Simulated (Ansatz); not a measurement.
Computed properties of Nb2PC

Nb2PC:
```
Nb2PC
1.0
    3.30704     0.00000     0.00000
   -1.65352     2.86398     0.00000
    0.00000     0.00000    11.53562
Nb P C
4 2 2
Direct
  0.33333   0.66667   0.40034
  0.66667   0.33333   0.59966
  0.66667   0.33333   0.90034
  0.33333   0.66667   0.09966
  0.66667   0.33333   0.25000
  0.33333   0.66667   0.75000
  0.00000   0.00000   0.50000
  0.00000   0.00000   0.00000
```

Space group P6_3/mmc (No. 194); conventional cell a = 3.3070 Å, b = 3.3070 Å, c = 11.5356 Å, α = 90.00°, β = 90.00°, γ = 120.00°.

Method: plane-wave PAW r²SCAN (Ansatz code). Geometry: relaxed at this level of theory. Other levels are named where they apply.

### Cell and energy

```yaml
volume_per_atom: 13.66 Å³
density: 6.95 g/cm³
Formation energy from the elements (no fitted shifts): -0.89 eV/atom
```

### Electronic structure

```yaml
electronic_character: metallic (no gap)
Density of states at the Fermi level: 0.33 states/eV per atom (mean over ±0.08 eV)
Gap with spin–orbit coupling: none (metallic)
```

### Mechanics

```yaml
Bulk modulus (Birch–Murnaghan fit): 230 GPa
Pressure derivative B′: 4.2
Elastic constants (relaxed ions, GPa): C11 = 382, C12 = 120, C13 = 171, C33 = 414, C44 = 195
mechanical_stability: stable (all eigenvalues of C positive)
hill_bulk_and_shear_moduli: 232 and 148 GPa
Young's modulus: 366 GPa
Poisson's ratio: 0.24
debye_temperature_from_the_elastic_constants: 636 K
```

### Phonons

```yaml
highest_zone_centre_frequency: 598 cm⁻¹
zone_centre_stability: no imaginary mode at Γ
```

### Charges

```yaml
bader_charges: Nb +1.56, P -1.26, C -1.85 e
```

The first step of the workflow began from a Materials Project structure, measured or hypothetical; the Crystallography Open Database copy checked does not list it. Whether it is the stable phase at ambient conditions was not checked. Symmetry was held in the r²SCAN relaxation. No spin polarisation was allowed. As this level gives no gap, shear constants depend on the k-mesh and smearing (Fermi–Dirac, 0.1 eV here). As this level gives no gap, phonon frequencies hold no LO–TO term and depend on the k-mesh and smearing (Fermi–Dirac, 0.1 eV here). On the denser mesh and wider smearing of the elastic run this cell carries a stress of 0.3 GPa. The references are the lowest solids computed at this level, not always the standard phases. Spin–orbit coupling is left out wherever it is not named.

Potentials: the later of the program's two PAW sets.
